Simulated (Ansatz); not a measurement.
BiAu$_{2}$ (cubic Laves, MgCu2 type)

```yaml
crystal:
  lattice:
    - [0.00000, 3.97237, 3.97237]
    - [3.97237, 0.00000, 3.97237]
    - [3.97237, 3.97237, 0.00000]
  atoms:
    - { symbol: Bi, position: [0.00000, 0.00000, 0.00000] }
    - { symbol: Bi, position: [0.25000, 0.25000, 0.25000] }
    - { symbol: Au, position: [0.62500, 0.62500, 0.12500] }
    - { symbol: Au, position: [0.62500, 0.12500, 0.62500] }
    - { symbol: Au, position: [0.62500, 0.62500, 0.62500] }
    - { symbol: Au, position: [0.12500, 0.62500, 0.62500] }
```

The volume is varied about the relaxed value V₀ at fixed cell shape. Symmetry pins the atoms to their sites.

Calculation: PBEsol (plane waves to 420 eV, PAW, scalar-relativistic; Ansatz, a program for electronic structure). k mesh 10×10×10 (Γ-centred), Fermi-Dirac smearing 0.05 eV. Energies are smeared free energies. Compression counts positive. BiAu2 was relaxed with its symmetry unable to fall. Spin-orbit coupling is left out, though Au and Bi are heavy. ΔE is measured from the relaxed starting cell. The last digit holds for this mesh only.

```
V (Å³/atom)  ΔE (meV/atom)
-----------  -------------
17.551               295.1
18.220               174.7
18.888                91.1
19.557                37.6
20.226                 8.8
20.894                 0.0
21.563                 7.7
22.232            withheld
22.900                60.7
23.569               101.3
24.237               149.1
```

Fit a third-order Birch-Murnaghan form (E₀, V₀, B₀, B₀′ free) to the given rows and predict ΔE at V = 22.232.

Least squares on the 10 given rows: ΔE = E₀ + (9V₀B₀/16)·y²·[2 + (B₀′ − 4)y], y = (V₀/V)^(2/3) − 1, with V₀ = 20.895 Å³/atom, B₀ = 122.2 GPa (160.2 GPa = 1 eV/Å³; the term in eV is multiplied by 1000), B₀′ = 5.34, E₀ = 0.07 meV/atom; root-mean-square residual 0.09 meV/atom. At 22.232 the fit gives 28.7 meV/atom; the calculation gives 28.7 meV/atom, the same to the digits shown. For the pressure the fit gives -6.4 GPa against the computed -6.4 GPa.

(A scan under strain: stresses follow from slopes of the energy per volume, elastic moduli from its curvatures.)
